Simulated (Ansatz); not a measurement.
K2SrNiN6O12 — quadrupolar parameters

The cell is a structure deposited in the COD, its atoms then relaxed with PBE in this cell.

```xyz
22
Lattice="0.0000 5.2531 5.2531 5.2531 0.0000 5.2531 5.2531 5.2531 0.0000" Properties=species:S:1:pos:R:3 pbc="T T T"
K     2.6266    2.6266    2.6266
K     7.8797    7.8797    7.8797
Sr    5.2531    5.2531    5.2531
Ni    0.0000    0.0000    0.0000
N     5.2531    5.2531    2.0729
N     5.2531    5.2531    8.4334
N     2.0729    5.2531    5.2531
N     8.4334    5.2531    5.2531
N     5.2531    2.0729    5.2531
N     5.2531    8.4334    5.2531
O     5.2531    6.3243    2.7282
O     5.2531    4.1820    2.7282
O     5.2531    4.1820    7.7781
O     5.2531    6.3243    7.7781
O     2.7282    5.2531    6.3243
O     2.7282    5.2531    4.1820
O     7.7781    5.2531    4.1820
O     7.7781    5.2531    6.3243
O     6.3243    2.7282    5.2531
O     4.1820    2.7282    5.2531
O     4.1820    7.7781    5.2531
O     6.3243    7.7781    5.2531
```

Atom numbers follow the list; atoms alike are taken as one site, whose name carries the number of the first.

Computed with Ansatz: DFT, PBE+U (U = 7.0 eV on Ni d), plane waves and PAW, scalar-relativistic, collinear spin, 420 eV cutoff, Γ-centred 4×4×4 k-points, Fermi–Dirac smearing 0.02 eV. Start moments as typed (μB): 2 on each Ni, none on the rest.

V_zz is the principal component of the electric field gradient with the largest magnitude, η = (V_xx − V_yy)/V_zz and C_Q = eQV_zz/h. Directions are in the Cartesian axes of the cell vectors above, for the atom listed; none is given where the gradient is under 0.02 or η is above 0.95.

Q: Which values are expected at the nuclei?

A: 

```csv
site,first atom,first shell,V_zz (10²¹ V/m²),η,"direction of V_zz (x, y, z)"
K,1,12 O at 3.05 Å,0.00,–,–
Sr,3,12 O at 2.74 Å,0.00,–,–
Ni,4,6 N at 2.07 Å,0.00,–,–
N,5,"2 O at 1.26 Å, 1 Ni at 2.07 Å; also 1 Sr at 3.18 Å",-9.56,0.22,0.00 0.00 1.00
O,11,"1 N at 1.26 Å; also 1 Sr at 2.74 Å, 1 Ni at 2.93 Å, 2 K at 3.05 Å",-19.48,0.58,0.00 -0.52 0.85
```

K, Sr and Ni sit on a cubic site, where every gradient vanishes.

The largest force is 0.4 eV/Å, so the atoms aren't at the calculated equilibrium and relaxing them would move these values. All moments are parallel here, as the start or the cell imposes; many such compounds order antiparallel, where fields and spin densities carried over to other atoms largely cancel. The magnetic order is the one that the run reached from its start moments, not necessarily the measured one.

The run took 39 s of wall time (39 s of CPU time) and 1 GiB at its peak, on 1 thread of Intel Xeon 6975P-C (Granite Rapids) (x86_64; 16 cores open to the job, memory cap 3.0 GiB, no GPU), a shared host with a load of 0.3 a core.
